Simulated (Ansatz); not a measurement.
Geometry optimisation in Ansatz: input, command and trajectory.

```yaml
crystal:
  lattice:
    - [4.5686052529, 0.0, 0.0]
    - [0.0, 4.5686052529, 0.0]
    - [0.0, 0.0, 4.6258559453]
  atoms:
    - { symbol: "Y", position: [0.0, 0.0, 0.0] }
    - { symbol: Ga, position: [0.5, 0.5, 0.975] }
    - { symbol: Ga, position: [0.0, 0.5, 0.485] }
    - { symbol: Ga, position: [0.5, 0.0, 0.485] }
    - { symbol: Te, position: [0.5, 0.5, 0.515] }
basis:
  ecutwfc: 420
kpoints:
  mp_grid: { grid: [4, 4, 4] }
hamiltonian:
  xc: pbe
scf:
  occupations: { method: gaussian, width: 0.1 }
  lower_state_search: "off"
output:
  forces: true
  stress: true
  eigenvalues: true
relax:
  adjacent_minimum: "off"
  f_tol: 0.04
  max_steps: 70
  cell: { stress_tol: 0.4 }
```

```bash
ansatz run input.yaml --threads 1 --pin off --max-ram 2560MiB --backend cpu --events-out ev --progress --plain --runs-dir out
```

Theory: DFT PBE, scalar-relativistic, plane waves, PAW in Ansatz 0.2.0.

Of 31 frames 10 are shown, positions in Å and forces in eV/Å; the SCF threshold varies from step to step. Steps run on the plane waves of an earlier cell, with a Pulay correction in the pressure. The basis is chosen afresh for the last frame, the zero of the energies, and at times for earlier ones too; energy and pressure can step there, also at an unchanged geometry. Here that happened at steps 16 (-70 meV/atom, 3.6 GPa), 28 (-12 meV/atom, 0.8 GPa); frames between the last choice of the basis and such a step carry an error that grows, as the cell changes, to that size. The end is built of layers, and without a dispersion correction their distances are poorly fixed.

```xyz
5
Lattice="4.5686 0.0000 0.0000 0.0000 4.5686 0.0000 0.0000 0.0000 4.6259" Properties=species:S:1:pos:R:3:forces:R:3 pbc="T T T" step=1 free_energy_over_end_meV_per_atom=1866.34 pressure_GPa=45.36
Y     0.0000    0.0000    0.0000    0.0000    0.0000   -0.2515
Ga    2.2843    2.2843    4.5102    0.0000    0.0000    7.1977
Ga    0.0000    2.2843    2.2435    0.0000    0.0000   -0.6826
Ga    2.2843    0.0000    2.2435    0.0000    0.0000   -0.6826
Te    2.2843    2.2843    2.3823    0.0000    0.0000   -5.5809
5
Lattice="5.1203 0.0000 0.0000 0.0000 5.1203 0.0000 0.0000 0.0000 5.1762" Properties=species:S:1:pos:R:3:forces:R:3 pbc="T T T" step=4 free_energy_over_end_meV_per_atom=713.27 pressure_GPa=1.10
Y     0.0000    0.0000   -0.1459    0.0000    0.0000    0.1090
Ga    2.5602    2.5602    5.4686    0.0000    0.0000    0.3699
Ga    0.0000    2.5602    2.2588    0.0000    0.0000   -0.9546
Ga    2.5602    0.0000    2.2588    0.0000    0.0000   -0.9546
Te    2.5602    2.5602    2.8931    0.0000    0.0000    1.4302
5
Lattice="4.7665 0.0000 0.0000 0.0000 4.7665 0.0000 0.0000 0.0000 5.6309" Properties=species:S:1:pos:R:3:forces:R:3 pbc="T T T" step=8 free_energy_over_end_meV_per_atom=376.54 pressure_GPa=-0.72
Y     0.0000    0.0000   -0.4083    0.0000    0.0000   -0.3180
Ga    2.3832    2.3832    6.6672    0.0000    0.0000   -0.4064
Ga    0.0000    2.3832    1.7503    0.0000    0.0000    0.5430
Ga    2.3832    0.0000    1.7503    0.0000    0.0000    0.5430
Te    2.3832    2.3832    4.0926    0.0000    0.0000   -0.3616
5
Lattice="4.2833 0.0000 0.0000 0.0000 4.2833 0.0000 0.0000 0.0000 6.1138" Properties=species:S:1:pos:R:3:forces:R:3 pbc="T T T" step=11 free_energy_over_end_meV_per_atom=240.45 pressure_GPa=0.06
Y     0.0000    0.0000   -0.3833    0.0000    0.0000    0.2920
Ga    2.1417    2.1417    6.8762    0.0000    0.0000   -0.1684
Ga    0.0000    2.1417    2.1270    0.0000    0.0000    0.0794
Ga    2.1417    0.0000    2.1270    0.0000    0.0000    0.0794
Te    2.1417    2.1417    4.2931    0.0000    0.0000   -0.2823
5
Lattice="4.3208 0.0000 0.0000 0.0000 4.3208 0.0000 0.0000 0.0000 6.0623" Properties=species:S:1:pos:R:3:forces:R:3 pbc="T T T" step=14 free_energy_over_end_meV_per_atom=226.78 pressure_GPa=0.26
Y     0.0000    0.0000   -0.2002    0.0000    0.0000   -0.0112
Ga    2.1604    2.1604    6.7385    0.0000    0.0000   -0.0180
Ga    0.0000    2.1604    2.1120    0.0000    0.0000    0.0096
Ga    2.1604    0.0000    2.1120    0.0000    0.0000    0.0096
Te    2.1604    2.1604    4.1511    0.0000    0.0000    0.0098
5
Lattice="4.2574 0.0000 0.0000 0.0000 4.2574 0.0000 0.0000 0.0000 6.5390" Properties=species:S:1:pos:R:3:forces:R:3 pbc="T T T" step=18 free_energy_over_end_meV_per_atom=100.06 pressure_GPa=0.64
Y     0.0000    0.0000   -0.1259    0.0000    0.0000   -0.0079
Ga    2.1287    2.1287    7.1958    0.0000    0.0000   -0.0900
Ga    0.0000    2.1287    2.2616    0.0000    0.0000   -0.0140
Ga    2.1287    0.0000    2.2616    0.0000    0.0000   -0.0140
Te    2.1287    2.1287    4.4928    0.0000    0.0000    0.1263
5
Lattice="4.0703 0.0000 0.0000 0.0000 4.0703 0.0000 0.0000 0.0000 7.1879" Properties=species:S:1:pos:R:3:forces:R:3 pbc="T T T" step=21 free_energy_over_end_meV_per_atom=38.26 pressure_GPa=-0.15
Y     0.0000    0.0000   -0.3102    0.0000    0.0000   -0.4407
Ga    2.0352    2.0352    7.9010    0.0000    0.0000    0.0003
Ga    0.0000    2.0352    2.4642    0.0000    0.0000    0.0436
Ga    2.0352    0.0000    2.4642    0.0000    0.0000    0.0436
Te    2.0352    2.0352    5.1630    0.0000    0.0000    0.3532
5
Lattice="4.0596 0.0000 0.0000 0.0000 4.0596 0.0000 0.0000 0.0000 7.2603" Properties=species:S:1:pos:R:3:forces:R:3 pbc="T T T" step=24 free_energy_over_end_meV_per_atom=24.42 pressure_GPa=-0.30
Y     0.0000    0.0000   -0.4844    0.0000    0.0000   -0.0157
Ga    2.0298    2.0298    8.0443    0.0000    0.0000   -0.1997
Ga    0.0000    2.0298    2.5160    0.0000    0.0000   -0.0160
Ga    2.0298    0.0000    2.5160    0.0000    0.0000   -0.0160
Te    2.0298    2.0298    5.2683    0.0000    0.0000    0.2474
5
Lattice="4.0107 0.0000 0.0000 0.0000 4.0107 0.0000 0.0000 0.0000 7.4339" Properties=species:S:1:pos:R:3:forces:R:3 pbc="T T T" step=28 free_energy_over_end_meV_per_atom=6.41 pressure_GPa=0.79
Y     0.0000    0.0000   -0.4964    0.0000    0.0000    0.0103
Ga    2.0053    2.0053    8.2154    0.0000    0.0000   -0.0139
Ga    0.0000    2.0053    2.5558    0.0000    0.0000    0.0005
Ga    2.0053    0.0000    2.5558    0.0000    0.0000    0.0005
Te    2.0053    2.0053    5.4568    0.0000    0.0000    0.0025
5
Lattice="3.9974 0.0000 0.0000 0.0000 3.9974 0.0000 0.0000 0.0000 7.7231" Properties=species:S:1:pos:R:3:forces:R:3 pbc="T T T" step=31 free_energy_over_end_meV_per_atom=0.00 pressure_GPa=0.07
Y     0.0000    0.0000   -0.5135    0.0000    0.0000   -0.0046
Ga    1.9987    1.9987    8.5264    0.0000    0.0000   -0.0047
Ga    0.0000    1.9987    2.6252    0.0000    0.0000   -0.0030
Ga    1.9987    0.0000    2.6252    0.0000    0.0000   -0.0030
Te    1.9987    1.9987    5.7355    0.0000    0.0000    0.0152
```

The start puts this composition into another compound's structure type, which needn't suit it. At the end the space group is P4mm (tolerance 0.05 Å).

Time: 4.3 min on 1 thread of Arm Neoverse V2, with other jobs on the host, peak memory 0.4 GiB.

The k mesh is coarse.